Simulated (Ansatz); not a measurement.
Input and command of a calculation in Ansatz (plane waves; scalar-relativistic PAW potentials unless the input names others):

```yaml
crystal:
  lattice:
    - [0.0, 3.8482603007, 3.8482603007]
    - [3.8482603007, 0.0, 3.8482603007]
    - [3.8482603007, 3.8482603007, 0.0]
  atoms:
    - { symbol: In, position: [0.0, 0.0, 0.0] }
    - { symbol: Sb, position: [0.25, 0.25, 0.25] }
    - { symbol: Sb, position: [0.75, 0.75, 0.75] }
    - { symbol: Sb, position: [0.5, 0.5, 0.5] }
kpoints:
  mp_grid: { grid: [10, 10, 10] }
hamiltonian:
  xc: r2scan
  dispersion: d3bj
scf:
  occupations: { method: gaussian, width: 0.1 }
output:
  forces: true
  eigenvalues: true
  stress: true
```

```bash
ansatz run input.yaml --threads 1 --pin off --max-ram 2560MiB --backend cpu --events-out ev --progress --plain --runs-dir out
```

Abridged log:
```
Warning: the engine holds no damping parameters fitted to this dispersion correction and functional, so the run takes those fitted to r2scan beside the three-body term, which d3bj leaves out (hamiltonian.dispersion, under Limitations)
Basis set: ecut = 500 eV, 2891 PW (Γ), exchange–correlation on 160×160×160 points (64 copies of the dense FFT grid, shifted against one another)
Bands: 35, of which v1, the nominal top of the filled ones, is band 29 counted from 1 (28 counted from 0)
Symmetry: 48 space group operations
k-points: 47 of 1000
SCF iter   1: F=—  HF=-25108.928100 eV  |F-HF|=—  |Δ(HF+E_count)|=         —  Δρ=5.64e-3  dr2=1.82e-2  dr2_τ=1.29e-3  ethr=1.77e-3  ⟨swp⟩=10.3  Hψ=7796  notcnv=0
SCF iter   2: F=—  HF=-25108.954178 eV  |F-HF|=—  |Δ(HF+E_count)|=   2.61e-2  Δρ=2.84e-3  dr2=5.62e-3  dr2_τ=1.38e-4  ethr=3.13e-5  ⟨swp⟩=2.0  Hψ=2862  notcnv=0  defer=52
SCF iter   3: F=—  HF=-25108.956708 eV  |F-HF|=—  |Δ(HF+E_count)|=   2.53e-3  Δρ=7.69e-4  dr2=6.16e-4  dr2_τ=1.74e-5  ethr=9.69e-6  ⟨swp⟩=2.0  Hψ=2027  notcnv=0  defer=52
SCF iter   4: F=—  HF=-25108.957055 eV  |F-HF|=—  |Δ(HF+E_count)|=   3.47e-4  Δρ=2.20e-4  dr2=6.11e-5  dr2_τ=7.53e-7  ethr=1.06e-6  ⟨swp⟩=2.0  Hψ=2262  notcnv=0  defer=52
SCF iter   5: F=—  HF=-25108.957079 eV  |F-HF|=—  |Δ(HF+E_count)|=   2.42e-5  Δρ=4.59e-5  dr2=4.02e-6  dr2_τ=5.34e-8  ethr=1.05e-7  ⟨swp⟩=2.0  Hψ=2263  notcnv=0  defer=52
SCF iter   6: F=—  HF=-25108.957083 eV  |F-HF|=—  |Δ(HF+E_count)|=   3.64e-6  Δρ=1.18e-5  dr2=1.66e-7  dr2_τ=2.68e-9  ethr=6.94e-9  ⟨swp⟩=3.0  Hψ=2849  notcnv=0  defer=52
SCF iter   7: F=-25108.957083 eV  HF=-25108.957083 eV  |F-HF|=1.64e-9  |Δ(HF+E_count)|=   3.45e-9  Δρ=4.41e-6  dr2=2.54e-8  dr2_τ=3.52e-10  ethr=1.72e-10  ⟨swp⟩=9.2  Hψ=7134  notcnv=0
SCF 1 converged in 7 iterations: F = -25108.957083 eV  dr2 = 2.54e-8
SCF converged after 7 iterations
Free energy (F): -25108.957083 eV
Harris-Foulkes:  -25108.957083 eV  (|F-HF|=1.64e-9)
Internal energy: -25108.944308 eV  (E = F + TS)
E sigma→0 (E₀):  -25108.950695 eV
Entropy (-TS):   -0.012775 eV (-3.194 meV/atom)
Fermi energy:    10.262889 eV
  E_disp       = -0.839979  (pairwise vdW)
--- Forces (eV/Å), atoms counted from 1 ---
  atom   1  In     0.00000000     0.00000000     0.00000000
  atom   2  Sb     0.00000000     0.00000000     0.00000000
  atom   3  Sb     0.00000000     0.00000000     0.00000000
  atom   4  Sb     0.00000000     0.00000000     0.00000000
--- Stress (GPa, compression-positive) ---
       -4.131417       0.000000       0.000000
        0.000000      -4.131417       0.000000
        0.000000       0.000000      -4.131417
  P = ⅓ Tr σ = -4.1314 GPa (-41.314 kbar)
```

Apart from outputs and empty bands, the input differs from a reference run on usual settings in hamiltonian.xc: "pbe" → "r2scan"; basis.ecutwfc: 420 → not typed. The reference, at the same geometry (not necessarily relaxed), gave pressure -4.55 GPa, largest force 0.000 eV/Å, no gap on the mesh. This run converged in 7 SCF iterations (reference: 6) with a total energy on another zero, pressure -4.13 GPa, largest force 0.000 eV/Å, no gap on the mesh.

It took 57 s on 1 thread of AMD EPYC 7571, with other jobs on the host, peak memory 0.8 GiB.